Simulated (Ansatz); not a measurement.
# Hf2Pb: computed properties

These are results of DFT PBE, scalar-relativistic, plane waves, PAW in Ansatz, not measurements.

Plane waves to 420 eV, a k mesh through Γ of 10×10×6 on the computed 6-atom cell and Gaussian smearing (0.10 eV); no spin polarisation.

The structure is relaxed at this level of theory with its symmetry kept, and needn't be the ground state of this composition.

Space group P4/nmm (No. 129), tetragonal, a = 4.313 Å, c = 7.751 Å. Around Hf on a site of symmetry -4m2 lie 8 Hf at 3.05–3.23 Å and 4 Pb at 3.17 Å; Hf on a site of symmetry 4mm has 5 Pb at 3.02–3.05 Å and 4 Hf at 3.23 Å; Pb is surrounded by 9 Hf at 3.02–3.17 Å.

| Property | Result |
| --- | --- |
| Volume per atom | 24.03 Å³ |
| Formation energy from the elements' standard states (uncorrected) | +0.004 eV/atom |
| Kohn–Sham band gap | none (metal) |
| Density of states at the Fermi level | 3.6 states/eV per cell |
| Orbital (Löwdin) character within 0.5 eV of the Fermi level | Hf 5d 86 %, Pb 6p 8 % |
| Bader charge by site (e) | Hf (2 in the cell) 0.51, Hf (2 in the cell) 0.85, Pb (2 in the cell) -1.36 |

Spin-orbit coupling is left out, which matters for the bands of heavy elements.

The cell was found from a structure generator's guess, not taken from experiment. Löwdin shares on free-atom orbitals overweight diffuse shells.
